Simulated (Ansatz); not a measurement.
# Phonon dispersion of Li2H

The calculation used DFT PBE, scalar-relativistic, plane waves, PAW in Ansatz 0.2.0. Plane waves to 420 eV; Γ-centred k mesh 15×15×4; Fermi-Dirac smearing of 0.15 eV. No spin polarisation. Phonons by linear response, acoustic sum rule imposed.

The cell, relaxed at this level:
```
CELL_PARAMETERS angstrom
2.81075 0.00000 0.00000
-1.40537 2.43418 0.00000
0.00000 0.00000 10.24644
ATOMIC_POSITIONS crystal
Li 0.33333 0.66667 0.37212
Li 0.66667 0.33333 0.87212
Li 0.33333 0.66667 0.12788
Li 0.66667 0.33333 0.62788
H 0.00000 0.00000 0.25000
H 0.00000 0.00000 0.75000
```

It was reached by relaxing an invented guess, and it needn't be the stable form of this composition. In a metal, frequencies and elastic constants depend on the k mesh and the smearing, soft modes and shear constants most. The q mesh is coarse, so values between its points are rough.

Force constants from linear response on a 3×3×1 q mesh.

**Question.** Is the structure dynamically stable on this mesh?

**Answer.** Yes, on this mesh: no mode is imaginary.

**Question.** Give the frequencies (cm⁻¹; i marks imaginary ones) at the irreducible q points, in fractions of the reciprocal vectors.

**Answer.**
| q | star | frequencies |
| --- | --- | --- |
| 0.000 0.000 0.000 | 1 | 0 0 0 59 59 89 89 110 110 256 417 507 604 604 605 605 637 659 |
| 0.000 0.333 0.000 | 6 | 85 178 197 205 220 226 335 335 350 358 368 402 637 680 694 695 912 915 |
| 0.333 0.333 0.000 | 2 | 179 179 320 321 332 332 355 359 359 377 377 378 603 657 815 815 903 903 |
